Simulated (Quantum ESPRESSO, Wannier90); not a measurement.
Wannier functions of Ga2AsP (R3m)

```
Ga2AsP
1.0
   -1.96511     3.40367     0.00000
   -3.93022     0.00000     0.00000
   -1.96511     1.13456     6.41726
Ga P As
2 1 1
Direct
  0.99756   0.99756   0.00733
  0.50249   0.50249   0.49252
  0.62502   0.62502   0.12493
  0.12493   0.12493   0.62521
```

Structure: Materials Project mp-1224789, symmetrised, not relaxed again. Not found in the COD (Crystallography Open Database) copy used; not checked further. Computed values, not measurements, from LDA: Quantum ESPRESSO (norm-conserving PseudoDojo potentials, cutoff 64 Ry, no spin polarisation, no spin-orbit coupling) on a Γ-centred 8×8×8 mesh, then Wannier90. Density: 10×10×10 mesh, cold smearing 0.01 Ry. Spin-orbit coupling, left out, would split the p-like bands by a few tenths of an eV.

Base run: 16 functions from bands 16-41 of the 41 computed, start hydrogen-like Ga: s;p; P: s;p; As: s;p, centres 0.05 Å off the atoms, frozen window up to 2.30 eV relative to the valence-band maximum, outer window open. Rows change the key named; with other orbitals the number of functions and the frozen window follow, as listed; window edges are relative to the valence-band maximum. The misfit compares interpolated bands with pw.x on a high-symmetry path, for states up to 1.8 eV relative to the valence-band maximum. Converged means that the tolerances were met: symmetric starts can stop on a saddle, which shows as a larger Ω_OD at equal Ω_I and can move the misfit too.

| setting | functions | frozen to (eV) | Ω_I (Å²) | Ω_D (Å²) | Ω_OD (Å²) | rms misfit (meV) | worst (meV) | ended |
|---|---|---|---|---|---|---|---|---|
| base | 16 | 2.30 | 24.77 | 0.07 | 3.26 | 4.5 | 81 | converged |
| only the lowest 18 of the kept bands | 16 | 2.30 | 39.82 | 0.33 | 7.13 | 7.0 | 43 | converged |
| only the lowest 21 of the kept bands | 16 | 2.30 | 30.71 | 0.17 | 4.22 | 2.6 | 43 | converged |
| only the lowest 23 of the kept bands | 16 | 2.30 | 27.75 | 0.12 | 3.73 | 3.8 | 66 | converged |
| dis_num_iter = 20 | 16 | 2.30 | 26.11 | 0.04 | 3.34 | 9.0 | 176 | step limit |
